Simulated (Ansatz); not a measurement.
The relaxed structure here is a generated cell of TaGe2: the first start was made by placing the elements on the sites of a structure type, and the end was not matched to a known phase here, so it may be hypothetical.

A relaxed structure of TaGe₂. Space group P6/mmm (No. 191). These are r2SCAN (plane waves to 500 eV, PAW, scalar-relativistic; Ansatz, a program for electronic structure) values and carry that method's errors.

Space group P6/mmm (No. 191); a = b = 4.6441 Å, c = 2.6931 Å, α = β = 90.00°, γ = 120.00°

```csv
atom,site,symmetry,x,y,z
Ta,1b,6/mmm,0.0000,0.0000,0.5000
Ge,2c,-6m2,0.3333,0.6667,0.0000
```

| Item | Value |
|---|---|
| Volume per atom | 16.77 Å³ |
| Density | 10.77 g/cm³ |
| Band gap | zero (metallic) |
| Shortest distances | Ge–Ge 2.68 Å; Ta–Ta 2.69 Å; Ge–Ta 3.00 Å |
| k-mesh | 12×12×17 |

No spin polarisation in the result. The relaxed primitive cell holds an odd number of electrons. A magnetic state may lie lower.

The run could not lose the symmetry of its start, so the end can be a saddle point.
